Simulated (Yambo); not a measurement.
Rb₂PtH₆ (space group Fm-3m, No. 225), G0W0@LDA in Yambo with this input:

```
rim_cut
gw0
dyson
el_el_corr
HF_and_locXC
ppa
em1d
RandQpts= 1000000
RandGvec= 1 Ry
EXXRLvcs= 84 Ry
VXCRLvcs= 336 Ry
Chimod= "HARTREE"
% BndsRnXp
 5 | 278 |
%
NGsBlkXp= 8 Ry
% LongDrXp
 1.0 | 1.0 | 1.0 |
%
PPAPntXp= 27.2114 eV
% GbndRnge
 1 | 278 |
%
GTermKind= "BG"
DysSolver= "n"
ExtendOut
```

On a 2×2×2 mesh, with wavefunctions cut at 84 Ry, the gap (X → X) is 6.280 eV and the valence edge shifts by -1.574 eV.

Task: What happens with this change: 3 Ry block?

Result: The gap falls by 0.235 eV, to 6.045 eV; the shift of the valence edge becomes -1.338 eV. Neither run is shown to be the converged limit.

Spin-orbit coupling is not included.

Geometry of the Materials Project entry, not relaxed at this level; primitive cell a = b = c = 6.026 Å, α = β = γ = 60.00°.

The structure is a Materials Project entry; no match was found in the copy of COD used, and its stability was not checked.

A shift is the quasiparticle energy of the state minus its LDA energy.
